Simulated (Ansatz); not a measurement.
Rb2SnHgTe4:
```
Rb2SnHgTe4
1.0
   -4.46617     4.46617     3.75007
    4.46617    -4.46617     3.75007
    4.46617     4.46617    -3.75007
Rb Sn Hg Te
2 1 1 4
Direct
  0.50000   0.00000   0.50000
  0.00000   0.50000   0.50000
  0.50000   0.50000   0.00000
  0.00000   0.00000   0.00000
  0.90685   0.90685   0.33867
  0.09315   0.43182   0.00000
  0.56818   0.56818   0.66133
  0.43182   0.09315   0.00000
```

Relaxed with r²SCAN.

Task: Map the valence electron density (e/Å³), cut off at 2 on the plane through (0.500, 0.500, 0.000) spanned by u = [1, 1, 0] and v = [1, -1, 0] in lattice vectors, from r²SCAN (plane waves, PAW; program Ansatz).

Result: x is the fraction of u, y of v (the angle between them is 90°; rows are the nearest grid lines); atoms in the plane: Sn at (0.00, 0.00), Sn at (0.50, 0.50), Hg at (0.00, 0.50), Hg at (0.50, 0.00), Te at (0.26, 0.33), Te at (0.76, 0.83), Te at (0.26, 0.67), Te at (0.76, 0.17).
```
|999962100000013999999999310000001269999|
|997421000000001389999983110000011124899|
|221100000000000123444321111111111122222|
|000000000000000000000011235999995321100|
|000000000000000000000001269999999521000|
|000000000011000000000000123599853210000|
|000000112222211000000000011222221100000|
|000012499999993210000000000000000000000|
|000012599999994211000000000000000000000|
|111111223333322211110000000000000000011|
|443211111111111222222110000000000012344|
|999983100000012499999994110000001389999|
|999983100000012499999994110000001389999|
|443211111111111222222110000000000012344|
|111111223333322211110000000000000000011|
|000012599999994211000000000000000000000|
|000012499999993210000000000000000000000|
|000000112222211000000000011222221100000|
|000000000011000000000000123599853210000|
|000000000000000000000001269999999521000|
|000000000000000000000011235999995321100|
|221100000000000123444321111111111122222|
|997421000000001389999983110000011124899|
|999962100000013999999999310000001269999|
```
Scale: ten equal steps from 0.019 (start of '0') to 2.00 (end of '9'), in the order '0123456789'; x runs from 0.000 to 1.00, y from 0.000 (bottom) to 1.00 (top).

The density is the valence pseudo-density with augmentation charge, so density and ELF within about 1 Å of a nucleus are not all-electron values.

Space group I-42m. The workflow started from a Materials Project entry (that database holds measured and hypothetical structures alike); the Crystallography Open Database files this formula in space group No. 121, but the cells were not matched. Its standing as an ambient phase is unchecked. The cell was relaxed with r²SCAN under the symmetry of its start; whether a distortion lowers the energy is not shown. Spin–orbit coupling is left out wherever it is not named.

Potentials: the later of the program's two PAW sets.
